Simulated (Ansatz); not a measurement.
Here is the system:

Relaxed BP (zinc blende):

```yaml
crystal:
  lattice:
    - [0.00000, 4.53640, 4.53640]
    - [2.26820, 2.26820, 4.53640]
    - [2.26820, 2.26820, 0.00000]
  atoms:
    - { symbol: P, position: [0.00000, 0.75000, 0.75000] }
    - { symbol: P, position: [0.50000, 0.75000, 0.75000] }
    - { symbol: B, position: [0.00000, 0.00000, 0.00000] }
    - { symbol: B, position: [0.50000, 0.00000, 0.00000] }
```

The atoms are displaced by Q × the pattern below (from a DFPT mode at X = (0.5, 0.5, 0.0), largest move 1; Q in Å), at fixed cell. (q is in reciprocal vectors of the primitive cell; the cell shown is doubled to hold the pattern.)

```tsv
atom	x	y	z
P1	0.000	0.000	-1.000
P2	0.000	0.000	1.000
```

Atoms not listed stay in place.

Method: r2SCAN (plane waves to 500 eV, PAW, scalar-relativistic; Ansatz, an electronic-structure program). k mesh 12×12×12 (Γ-centred), Fermi-Dirac smearing 0.05 eV. The energy includes the smearing's −TS. BP was relaxed with its symmetry unable to fall. The PAW data are Ansatz's earlier set. ΔE is measured from the undisplaced structure.

The scan covers Q from -0.180 to 0.180 Å in 13 points.

**Question.** Is this a single well or a double well?

**Answer.** A single well with its minimum at or next to zero displacement.

**Question.** Which space group does the distorted structure have?

**Answer.** P-4m2 (No. 115), lowered from F-43m.

**Question.** What is the energy change at Q = 0.180 Å?

**Answer.** 1064 meV/cell.

**Question.** What harmonic wavenumber does the curvature at Q = 0 give?

**Answer.** 541 cm⁻¹.

(For displaced atoms, the force is minus the slope of the energy, and its curvature is a force constant, which sets phonon frequencies.)
